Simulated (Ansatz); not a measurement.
# YCu6ClO8: field gradients at two levels of theory

Cell: a Materials Project structure (computed, not necessarily an observed phase), atoms as given.

Space group Fm-3m (No. 225); a = 9.2926 Å.

```csv
site,Wyckoff,site symmetry,x,y,z
Y,4a,m-3m,0.0000,0.0000,0.0000
Cu,24d,m.mm,0.2500,0.2500,0.0000
Cl,4b,m-3m,0.5000,0.5000,0.5000
O,32f,.3m,0.6445,0.6445,0.8555
```

One atom of each set is listed; the run and its k-mesh use a cell of 16 atoms with edges of 6.57, 6.57, 6.57 Å.

First run. Method: Kohn–Sham DFT in Ansatz, PBE, plane waves and PAW, scalar-relativistic, 420 eV cutoff, Γ-centred 6×6×6 k-points, Fermi–Dirac smearing 0.05 eV.

| site | V_zz (10²¹ V/m²) | η |
| --- | --- | --- |
| Cu | -5.11 | 0.11 |
| O | -12.74 | 0.00 |

Second run. The same atoms and settings, except that the functional is PBEsol.

(1) Given the first result, estimate the second.

## Answers

(1) 

```csv
site,V_zz,η,change of V_zz
Cu,-5.06,0.12,+0.05
O,-12.62,0.00,+0.12
```

The largest change of V_zz is on O, from -12.74 to -12.62. In per cent, |V_zz| changes by -1 on Cu, -1 on O (all sites that start above 2). Sites without a gradient aren't listed.

The run finds no gap above 0.1 eV (a metal, or nearly one), so the gradients can move by 10 % or more with the k-mesh. Without spin–orbit coupling (the program notes it for Y) the gradients can shift somewhat, as the gap is small. Semilocal functionals can leave a metal where correlation in the d or f shell opens a gap in the real compound, and that would change the values at and beside Cu.
For the second run: At this cell the PBEsol pressure is -7 GPa, so with PBEsol the cell would shrink if it were relaxed.
